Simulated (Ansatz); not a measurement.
One element of this relaxed crystal is hidden as X:

```
cell (Å)
  3.518 0.000 0.000
  0.000 3.518 0.000
  0.000 0.000 3.518
  Na 0.0000 0.0000 0.0000
  X 0.5000 0.5000 0.5000
```

All-electron LAPW in Ansatz 0.2.0 under LDA, scalar-relativistic and without spin polarisation, finds it within 0.01 GPa of zero pressure, with a formation energy of 0.32 eV/atom from the elements, no gap and, on PAW files, a Bader charge of -0.69 e on X. The structure needn't be the ground state.

Q: Which element is X?

A: Al, which makes the crystal NaAl. Other candidates weren't computed, and some may come near.
